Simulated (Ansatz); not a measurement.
KTlO2 in space group R-3m (No. 166; K on 3b, Tl on 3a, O on 6c), r²SCAN (plane waves, PAW; program Ansatz). The conduction-band minimum lies at Γ, with 1 equivalent valley. Second derivatives d²E/dk² of the lowest band at one valley (eV·Å²), along Cartesian directions:

```json
[
 {"direction": "[100]", "d²E/dk²": "25.98"},
 {"direction": "[010]", "d²E/dk²": "25.98"},
 {"direction": "[001]", "d²E/dk²": "20.12"},
 {"direction": "[110]", "d²E/dk²": "25.98"},
 {"direction": "[101]", "d²E/dk²": "23.05"},
 {"direction": "[011]", "d²E/dk²": "23.05"}
]
```

**Question.** Find the principal effective masses, the density-of-states mass and the conductivity mass.

**Answer.** Off-diagonal terms follow from H_xy = H[110] − (H_xx + H_yy)/2, and m*/mₑ = 7.620 eV·Å² over each eigenvalue: 0.29, 0.29, 0.38. One valley's DOS mass (m₁m₂m₃)^(1/3) = 0.32, conductivity mass 3/(Σ 1/mᵢ) = 0.32 mₑ.

**Question.** What effective density of states Nc follows at 300 K for parabolic valleys?

**Answer.** Nc = 2.509e19 × 1 × (0.32)^(3/2) ≈ 4.5e18 cm⁻³.

The first step of the workflow began from a Materials Project structure, measured or hypothetical; the Crystallography Open Database copy checked does not list it. Its standing as an ambient phase is unchecked. The cell was relaxed with r²SCAN under the symmetry of its start; its stability against distortions is not shown here. Scalar-relativistic: spin–orbit coupling is off unless named, which matters more the heavier the elements.

Potentials: the later of the program's two PAW sets.

Edges and masses are those of Kohn–Sham bands, whose gap is no quasiparticle gap.
